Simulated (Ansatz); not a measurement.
Start of a relaxation of Ti3Al2N5:

```xyz
10
Lattice="-1.6431 1.6431 11.6181 1.6431 -1.6431 11.6181 1.6431 1.6431 -11.6181" Properties=species:S:1:pos:R:3 pbc="T T T"
Ti    0.0000    0.0000    9.2945
Ti    0.0000    0.0000    0.0000
Ti    0.0000    0.0000   13.9418
Al    0.0000    0.0000   18.5890
Al    0.0000    0.0000    4.6473
N     0.0000    0.0000   20.9126
N     0.0000    0.0000   11.6181
N     0.0000    0.0000    2.3236
N     0.0000    0.0000   16.2654
N     0.0000    0.0000    6.9709
```

Method: Ansatz, DFT PBE, scalar-relativistic, plane waves, PAW. Cutoff 420 eV, Gaussian smearing, Γ-centred meshes. Cell and atoms relax first on a coarse mesh and then on a finer one. In between, the cell is made exact in the group found at 0.06 Å. In metals the finer mesh still leaves noise of several meV/atom or more. The steps can't lower the symmetry of their start. Collinear spin, starting moments Ti 1.0 (×3) μB; they died out on the coarse mesh, so the last step has no spin.

A guess keeps its type if space group and coordination stay and the shape of the cell changes little (axis ratios within about 15 %, angles within 6°); the volume may change.

Task: Does it keep its structure type, or change into something else?

Result: It keeps its type. The symmetry stays I4/mmm (No. 139). The volume per atom shrinks by 26.7 %, from 12.5 to 9.2 Å³. The shortest distance goes from 2.32 Å (Al–N and Ti–N) to 2.00 Å (Al–N). The ratio c/a of the conventional cell changes by a factor of 1.00. Counting neighbours within 15 % of an atom's shortest distance, the start has Al 6, N 6, Ti 6 and the end Al 6, N 6, Ti 6.

Energies over the elements count from the elements' standard structures at the same level (N₂ as a molecule), with no fitted energy shifts.

Task: At what energy does it end?

Result: −1.46 eV/atom. A negative formation energy is needed for stability but isn't enough: competing phases decide.

The last run used an 18×18×18 mesh for its 10-atom cell and Gaussian smearing of 0.10 eV. A structure relaxed within its symmetry needn't be a true minimum.
